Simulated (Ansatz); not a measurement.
## AlFe3 single point

input.yaml (Ansatz 0.2.0)

```yaml
crystal:
  lattice:
    - [0.0, 4.097652, 0.0]
    - [4.097652, 0.0, 0.0]
    - [2.048826, 2.048826, -3.970035]
  atoms:
    - { symbol: Al, position: [0.0, 0.0, 0.0] }
    - { symbol: Fe, position: [0.5, 0.5, 0.0] }
    - { symbol: Fe, position: [0.25, 0.75, 0.5] }
    - { symbol: Fe, position: [0.75, 0.25, 0.5] }
  symmetry: { tolerance: 0.0003 }
kpoints:
  mp_grid: { grid: [9, 9, 9], shift: [0, 0, 0] }
  band_path:
    path:
      - [0.0, 0.0, 0.0]
      - [0.5, 0.5, 0.5]
      - [0.5, 0.5, 0.25]
      - [0.0, 0.5, 0.0]
      - [0.0, 0.0, 0.0]
      - [0.0, 0.0, -0.5]
      - [0.0, 0.36683457, -0.31658271]
      - [0.0, 0.63316543, 0.31658271]
      - [0.0, 0.0, 0.0]
      - [0.5, 0.5, 0.5]
      - [0.36683457, 0.63316543, 0.5]
    npoints: 6
magnetization:
  spin_polarized: false
scf:
  occupations: { method: fermi_dirac }
  lower_state_search: "off"
  max_iter: 200
hamiltonian:
  pseudopotentials: { kind: paw }
  xc: r2scan
basis:
  ecutwfc: 500
  fft_grid_basis: typed
output:
  forces: true
  stress: true
  eigenvalues: true
  bader: true
  populations: true
  elf: true
  write_potential: true
  volumetric_format: npy
  dos:
    e_range: [-12, 8]
    de: 0.05
    projected: { site_lists: { Al: [Al], Fe: [Fe] } }
checkpoint:
  read: saved_state
```

The saved state is an earlier solution for the same cell, perhaps on another mesh. 

Parts of the output:

```
Pseudopotentials: kind: paw
Pseudopotential: Al, paw, valence charge 3, recommended cutoff 500 eV (meta_gga), Al.paw.azcp
Pseudopotential: Fe, paw, valence charge 16, recommended cutoff 500 eV (meta_gga), Fe.paw.azcp
Functional definition: r2SCAN
  exchange = r2scan_x(k0 = k0, k1 = k1, a1 = a1)
  correlation = r2scan_c
Crystal: 4 atoms, lattice volume = 66.660 Å³
Basis set: ecut = 500 eV, 1687 PW (Γ), exchange–correlation on 120×120×144 points (64 copies of the dense FFT grid, shifted against one another)
Bands: 31, of which v1, the nominal top of the filled ones, is band 26 counted from 1 (25 counted from 0)
Symmetry: 16 space group operations
Space group: I4/mmm (ITA 139), of the structure as read, at distance tolerance 1.2e-3 Å
k-points: 75 of 729
Initial density: read from a saved state, or passed on in memory by an earlier SCF of this step, an earlier step, the calling program or the single point that the run made first
Functional: x = r2scan, c = r2scan; τ floored in thin density (d = 2e-4 eV/Å³)
SCF iter   1: F=-13991.9450 eV  Δρ=8.43e-3  dr2=5.29e-2  dr2_τ=2.47e-2
SCF iter   2: F=-13985.1117 eV  Δρ=9.61e-2  dr2=7.28e0  dr2_τ=8.58e-2  recentre
SCF iter   3: F=-13991.9704 eV  Δρ=6.17e-3  dr2=2.78e-2  dr2_τ=7.83e-4
SCF iter   4: F=-13991.9960 eV  Δρ=1.51e-3  dr2=4.87e-4  dr2_τ=2.32e-4
SCF iter   5: F=-13991.9958 eV  Δρ=1.22e-3  dr2=6.08e-4  dr2_τ=1.09e-4
SCF iter   6: F=-13991.9963 eV  Δρ=4.42e-4  dr2=4.06e-5  dr2_τ=2.00e-5
SCF iter   7: F=-13991.9963 eV  Δρ=2.66e-4  dr2=5.14e-5  dr2_τ=2.03e-6
SCF iter   8: F=-13991.9963 eV  Δρ=1.35e-4  dr2=1.09e-5  dr2_τ=3.14e-7
SCF iter   9: F=-13991.9963 eV  Δρ=1.93e-4  dr2=2.74e-5  dr2_τ=4.27e-7  recentre
SCF iter  10: F=-13991.9963 eV  Δρ=1.02e-4  dr2=8.08e-6  dr2_τ=1.02e-7
SCF iter  11: F=-13991.9963 eV  Δρ=8.61e-5  dr2=5.70e-6  dr2_τ=6.45e-8
SCF iter  12: F=-13991.9964 eV  Δρ=1.65e-5  dr2=2.06e-7  dr2_τ=3.09e-9
SCF iter  13: F=-13991.9964 eV  Δρ=8.89e-6  dr2=5.73e-8  dr2_τ=6.79e-10
Free energy (F): -13991.9964 eV
Harris-Foulkes:  -13991.9964 eV  (|F-HF|=5.40e-8)
Internal energy: -13991.5825 eV  (E = F + TS)
E sigma→0 (E₀):  -13991.7894 eV
Entropy (-TS):   -0.4139 eV (-103.474 meV/atom)
Fermi energy:    10.1178 eV
--- Per-component energies (eV) ---
  E_band       = -1048.3877
  E_kinetic    = 1053.5383
  E_local      = -8545.8940  (includes V_loc(G=0)·N_el)
  E_nonlocal   = 677.5979
  E_hartree    = 3606.3724
  E_xc         = -364.8246
  E_vxc        = -518.9511  (∫ρ·V_xc dr)
  E_paw        = -4605.6460  (= ΣΔE_a)
  E_vpaw       = -964.2581  (= ΣTr[D̂ρ^β])
  E_aug_tail   = 0.0008  (compensation charges beyond the density's cutoff)
  E_vtau       = 36.8264  (kinetic-family band-sum trace: ∫τ·v_τ [+ j·A + Jᵃ·Aᵃ] dr)
  E_ewald      = -5811.7987
  E_core_change = -0.9285  (= ΣΔE_core)
  E_smearing   = -0.4139  (= −TS)
--- Stress (GPa, compression-positive) ---
      -39.8931       0.0000       0.0000
        0.0000     -39.8931       0.0000
        0.0000       0.0000     -38.7932
  P = ⅓ Tr σ = -39.5265 GPa (-395.265 kbar)
--- Löwdin populations: 4 sites ---
  site symbol       q [e]
     0     Al      3.7010
     1     Fe     15.5806
     2     Fe     15.6014
     3     Fe     15.6014
  spilling = 0.0101 (of n_electrons = 51.0000)
```

Origin: a known structure type with other elements, at an estimated volume, so it need not be a known compound. Caveats: no spin polarisation, so a magnetic state may lie lower; atoms or cell far from equilibrium.
